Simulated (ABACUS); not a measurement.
A self-consistent single point of Ir (Fm-3m, 4 atoms in the cell; from Materials Project mp-101, changed as shown) with ABACUS.

Computed with PBE, numerical atomic orbitals DZP (confined pseudo-atomic orbitals with Gaussian additions; energy shift 0.01 Ry), PseudoDojo 0.5 standard norm-conserving PBE (tails mended) pseudopotentials (ABACUS 3.10.1).

The change in words: lattice scaled by 1.02. Reference geometry (Fm-3m):
```
Ir
1.0
    3.85393     0.00000     0.00000
    0.00000     3.85393     0.00000
    0.00000     0.00000     3.85393
Ir
4
Direct
  0.00000   0.00000   0.00000
  0.00000   0.50000   0.50000
  0.50000   0.00000   0.50000
  0.50000   0.50000   0.00000
```

Reference input (self-consistent single point, DFT, PBE, numerical atomic orbitals DZP (confined pseudo-atomic orbitals with Gaussian additions; energy shift 0.01 Ry), PseudoDojo 0.5 standard norm-conserving PBE (tails mended) pseudopotentials): basis = DZP numerical atomic orbitals, energy shift 0.01 Ry; KPT = Gamma 8 8 8 0 0 0; basis_type = lcao; ecutwfc = 100 Ry; smearing_method = fd; smearing_sigma = 0.00734986 Ry; potentials = PseudoDojo 0.5 standard norm-conserving PBE (tails mended); symmetry = 1; symmetry_prec = 1e-05; ks_solver = scalapack_gvx; scf_nmax = 100; scf_thr = 1.0e-07. This run's input differs from it in these lines:

```diff
@@ -31,5 +31,5 @@
 LATTICE_VECTORS
-   3.8539300000    0.0000000000    0.0000000000
-   0.0000000000    3.8539300000    0.0000000000
-   0.0000000000    0.0000000000    3.8539300000
+   3.9310090000    0.0000000000    0.0000000000
+   0.0000000000    3.9310090000    0.0000000000
+   0.0000000000    0.0000000000    3.9310090000
 
@@ -42,5 +42,5 @@
    0.0000000000    0.0000000000    0.0000000000 1 1 1
-   0.0000000000    1.9269650000    1.9269650000 1 1 1
-   1.9269650000    0.0000000000    1.9269650000 1 1 1
-   1.9269650000    1.9269650000    0.0000000000 1 1 1
+   0.0000000000    1.9655045000    1.9655045000 1 1 1
+   1.9655045000    0.0000000000    1.9655045000 1 1 1
+   1.9655045000    1.9655045000    0.0000000000 1 1 1
 # file: KPT
```

Output, abridged:

```
 SELF-CONSISTENT
 -------------------------------------------

                  longest orb rcut (Bohr) = 6.9
   longest nonlocal projector rcut (Bohr) = 2.3
                     search radius (Bohr) = 18.4

                          real space grid = [ 48, 48, 48 ]

                                 init_chg = atomic

 LCAO ALGORITHM --------------- ION=   1  ELEC=   1--------------------------------

 Density error is 0.0296441300896
 E_KohnSham     -921.2180151511      -12533.8141063050
 E_Fermi        1.7719431866         24.1085238705

 LCAO ALGORITHM --------------- ION=   1  ELEC=   2--------------------------------

   [... lines left out ...]

   [... 5 blocks of this kind left out ...]

 LCAO ALGORITHM --------------- ION=   1  ELEC=   8--------------------------------

 Density error is 1.2956743298e-07
 E_KohnSham     -921.2205509686      -12533.8486078723
 E_Fermi        1.7415896267         23.6955425012

 LCAO ALGORITHM --------------- ION=   1  ELEC=   9--------------------------------

 Density error is 3.98474602149e-08
 E_KohnSham     -921.2205509685      -12533.8486078711
 E_KS(sigma->0) -921.2149983943      -12533.7730612228
 E_entropy(-TS) -0.0111051485        -0.1510932966
 E_Fermi        1.7415895069         23.6955408712
 charge density convergence is achieved
 final etot is -12533.848608 eV
 EFERMI = 23.695540871 eV

 STATE ENERGY(eV) AND OCCUPATIONS    NSPIN == 1
   [... 41 lines left out ...]

 TOTAL-FORCE (eV/Angstrom)
                       Ir1         0.0000000000         0.0000000000         0.0000000000
                       Ir2         0.0000000000         0.0000000000         0.0000000000
                       Ir3         0.0000000000         0.0000000000         0.0000000000
                       Ir4         0.0000000000         0.0000000000         0.0000000000

 TOTAL-STRESS (KBAR)
      -120.0551930107         0.0000000000        -0.0000000000
         0.0000000000      -120.0551930107         0.0000000000
        -0.0000000000         0.0000000000      -120.0551930107
 TOTAL-PRESSURE: -120.055193 KBAR

 --------------------------------------------
 !FINAL_ETOT_IS -12533.8486078710939182 eV
 --------------------------------------------
```

The run converged in 9 iterations. Against the reference run the free energy rises by 14.9 meV/atom and the pressure goes from 7.38 to -12.01 GPa.

The atom-centred basis is finite, which shifts total energies and pressures against plane waves. The structure comes from a collection of computed structures, made at another level of theory; the collection holds predicted forms beside known ones.

Cost on one core: roughly 27 core-seconds.

The atomic orbitals were generated for these runs; they are not ABACUS's published sets and were checked against plane waves on a few crystals only.

“Tails mended”: in these copies of the files the far tail of each local potential was reset to the Coulomb form.
